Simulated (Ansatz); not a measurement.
Consider the following.

Al$_{3}$Ni:
```
Al3Ni
1.0
    6.57462     0.00000     0.00000
    0.00000     7.30910     0.00000
    0.00000     0.00000     4.77987
Al Ni
12 4
Direct
  0.00973   0.25000   0.91466
  0.99027   0.75000   0.08534
  0.49027   0.75000   0.41466
  0.50973   0.25000   0.58534
  0.17131   0.44393   0.36503
  0.82869   0.55607   0.63497
  0.32869   0.55607   0.86503
  0.67131   0.44393   0.13497
  0.67131   0.05607   0.13497
  0.32869   0.94393   0.86503
  0.82869   0.94393   0.63497
  0.17131   0.05607   0.36503
  0.87065   0.25000   0.44320
  0.12935   0.75000   0.55680
  0.62935   0.75000   0.94320
  0.37065   0.25000   0.05680
```

This is the PBEsol-relaxed structure.

Problem. All from PBEsol (plane waves, PAW; program Ansatz), unless another level is named. Predict the Debye temperature from the elastic constants.

Solution. 573 K.

Problem. Next, the highest zone-centre frequency?

Solution. 413 cm^-1.

Space group Pnma. The first step of the workflow began from a Materials Project structure, measured or hypothetical; the Crystallography Open Database copy checked does not list it. Its standing as an ambient phase is unchecked. The PBEsol relaxation kept the symmetry of its start; whether a distortion lowers the energy is not shown. The run is not spin-polarised. As this level gives no gap, shear constants depend on the k-mesh and smearing (Fermi–Dirac, 0.1 eV here). As this level gives no gap, phonon frequencies hold no LO–TO term and depend on the k-mesh and smearing (Fermi–Dirac, 0.1 eV here).

Potentials: the later of the program's two PAW sets.
